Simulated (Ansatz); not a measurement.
# HgPd, first-principles data

HgPd:
```
HgPd
1.0
    3.04441     0.00000     0.00000
    0.00000     3.04441     0.00000
    0.00000     0.00000     3.77169
Hg Pd
1 1
Direct
  0.00000   0.00000   0.00000
  0.50000   0.50000   0.50000
```

Space group P4/mmm (No. 123), L1₀ or tetragonal B2; conventional cell a = b = 3.044 Å, c = 3.772 Å, α = β = γ = 90.00°.

Method: DFT-r²SCAN in the program Ansatz with PAW potentials. Structure relaxed to zero pressure with the same functional. Other levels are named where they apply.

### Cell and energy

- Volume per atom: 17.48 Å³
- Density: 14.58 g/cm³
- Formation energy from the elements (no fitted shifts): -0.23 eV/atom

### Electronic structure

Electronic character: metallic (no gap)
Density of states at the Fermi level: 0.24 states/eV per atom (mean over ±0.08 eV)
Gap with spin–orbit coupling: none (metallic)

### Mechanics

* **Bulk modulus (Birch–Murnaghan fit)**: 129 GPa
* **Pressure derivative B′**: 5.9

### Charges

- Bader charges: Hg +0.10, Pd -0.10 e

The workflow started from an entry of the Crystallography Open Database (COD). Its standing as an ambient phase is unchecked. Symmetry was held in the r²SCAN relaxation; its stability against distortions is not shown here. No spin polarisation was allowed. Axis ratios of metals converge slowly with the k-mesh, so a and c are less sure than the volume. The references are the lowest solids computed at this level, not always the standard phases. Scalar-relativistic: spin–orbit coupling is off unless named, which matters more the heavier the elements.

Potentials: the later of the program's two PAW sets.
